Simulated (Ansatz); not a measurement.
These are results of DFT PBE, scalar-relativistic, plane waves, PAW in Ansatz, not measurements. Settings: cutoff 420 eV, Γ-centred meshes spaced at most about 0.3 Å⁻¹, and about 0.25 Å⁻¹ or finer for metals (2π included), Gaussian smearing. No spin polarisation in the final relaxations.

All energies are static (0 K, no zero-point motion).

Two relaxed structures of AlPd4:

A.

```xyz
5
Lattice="-2.8233 2.8233 2.8233 2.8233 -2.8233 2.8233 2.8233 2.8233 -2.8233" Properties=species:S:1:pos:R:3 pbc="T T T"
Al    0.0000    0.0000    0.0000
Pd    1.4117    1.4117   -1.4117
Pd    1.4117   -1.4117    1.4117
Pd   -1.4117    1.4117    1.4117
Pd    1.4117    1.4117    1.4117
```

B.

```xyz
5
Lattice="4.4845 0.0000 0.0000 0.0000 4.4845 0.0000 0.0000 0.0000 4.4845" Properties=species:S:1:pos:R:3 pbc="T T T"
Al    0.0000    0.0000    0.0000
Pd    3.1920    3.1920    3.1920
Pd    1.2924    1.2924    3.1920
Pd    1.2924    3.1920    1.2924
Pd    3.1920    1.2924    1.2924
```

**Question.** Which would you expect to be lower, and how large is the difference?

**Answer.** A is lower, by 182 meV/atom. A has space group Im-3m (No. 229), 18.0 Å³/atom and no gap on its mesh; B has space group P-43m (No. 215), 18.0 Å³/atom and no gap. Counting all near atoms (those within 1.25 times the shortest distance at each site; a plus sign parts nearer from farther groups), A has Al 8, Pd 2+6 and B has Al 4, Pd 1+3. In A, around Al lie 8 Pd at 2.45 Å; around Pd lie 2 Al at 2.45 Å and 6 Pd at 2.82 Å. In B, Al has 4 Pd at 2.24 Å; Pd has 1 Al at 2.24 Å and 3 Pd at 2.69 Å. Both come from invented guesses. A third cell relaxed alike, in P-3m1, lies 0.33 eV/atom below the lower of the two.

Cells relaxed within their symmetry can be saddle points.
